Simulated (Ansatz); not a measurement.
Consider the following.

MnI2:
```cif
data_I2Mn
_chemical_formula_sum 'Mn1 I2'
_space_group_name_H-M_alt 'P 1'
_space_group_IT_number 1
_cell_length_a 4.13354
_cell_length_b 4.13354
_cell_length_c 6.91188
_cell_angle_alpha 90.000
_cell_angle_beta 90.000
_cell_angle_gamma 120.000
loop_
_space_group_symop_operation_xyz
  'x, y, z'
loop_
_atom_site_label
_atom_site_type_symbol
_atom_site_fract_x
_atom_site_fract_y
_atom_site_fract_z
_atom_site_occupancy
Mn1 Mn 0.00000 0.00000 0.00000 1
I1 I 0.33333 0.66667 0.23987 1
I2 I 0.66667 0.33333 0.76013 1
```
The run is spin-polarised.

This is the r²SCAN+D4-relaxed structure.

### Question
All from r²SCAN+D4 in the plane-wave PAW code Ansatz, unless another level is named. Give the net moment.

### Answer
1.67 μB per atom.

### Question
Give the Bader charges.

### Answer
Mn +1.18, I -0.59 e.

Space group P-3m1 (CdI2 type). The workflow started from a Materials Project entry (that database holds measured and hypothetical structures alike); the Crystallography Open Database files this formula in space group No. 164, but the cells were not matched. Its standing as an ambient phase is unchecked. The cell was relaxed with r²SCAN+D4 under the symmetry of its start; whether a distortion lowers the energy is not shown. Spin order of the final state: ferromagnetic, chosen from 5 collinear starts compared on coarse meshes (ties went to the first, and starts can fall back to one state), not a proven ground state. Other orbital occupations within this spin state were not tried. No Hubbard U is applied. Spin–orbit coupling is left out wherever it is not named.

Potentials: the later of the program's two PAW sets.
